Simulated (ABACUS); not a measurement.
A series of runs on TePb2S (R-3m, 4 atoms in the cell; from Materials Project mp-1217283, lattice scaled a little)

```
TePb2S
1.0
    2.21909     1.28119     7.25045
   -2.21909     1.28119     7.25045
    0.00000    -2.56238     7.25045
Te Pb S
1 2 1
Direct
  0.50000   0.50000   0.50000
  0.74172   0.74172   0.74172
  0.25828   0.25828   0.25828
  0.00000   0.00000   0.00000
```

Base run A: LDA (PW92), PseudoDojo 0.4 standard norm-conserving LDA (tails mended) pseudopotentials (ABACUS 3.10.1), self-consistent single point.

Its settings: KPT = Gamma 4 4 4 0 0 0; basis_type = pw; dft_functional = PWLDA; ecutwfc = 82.3 Ry; smearing_method = gaussian; smearing_sigma = 0.00146997 Ry; potentials = PseudoDojo 0.4 standard norm-conserving LDA (tails mended); symmetry = 1; symmetry_prec = 1e-05; ks_solver = cg; scf_nmax = 100; scf_thr = 1.0e-09 Ry; mixing_type = pulay.

Spin-orbit coupling is left out, which matters for bands and gaps with elements this heavy. The structure comes from a collection of computed structures, made at another level of theory; the collection holds predicted forms beside known ones. Its lattice was then scaled.

ΔF is the free energy per atom less that of run A. 

Run A gave: pressure (GPa) -3.84; largest force (eV/Å) 0.028; gap on the mesh (eV) 0.535.

Runs:
- B: volume scaled by 0.94
- C: volume scaled by 0.96
- D: volume scaled by 0.98
- E: volume scaled by 0.99
- F: volume scaled by 1.01
- G: volume scaled by 1.02

What does run C change against A?

The free energy drops by 23.1 meV/atom, the pressure goes from -3.84 to -2.10 GPa, the largest force goes from 0.028 to 0.011 eV/Å and the gap on the mesh goes from 0.535 to 0.427 eV.

What does run D change against A?

The free energy falls by 13.2 meV/atom, the pressure goes from -3.84 to -3.02 GPa, the largest force goes from 0.028 to 0.020 eV/Å and the gap on the mesh goes from 0.535 to 0.483 eV.

```csv
run,ΔF (meV/atom),pressure (GPa),largest force (eV/Å),gap on the mesh (eV)
A,0.00,-3.84,0.028,0.535
B,-29.2,-1.06,0.001,0.366
C,-23.1,-2.10,0.011,0.427
D,-13.2,-3.02,0.020,0.483
E,-7.0,-3.44,0.024,0.509
F,7.8,-4.21,0.031,0.559
G,16.2,-4.56,0.038,0.582
```

“Tails mended”: in these copies of the files the far tail of each local potential was reset to the Coulomb form.
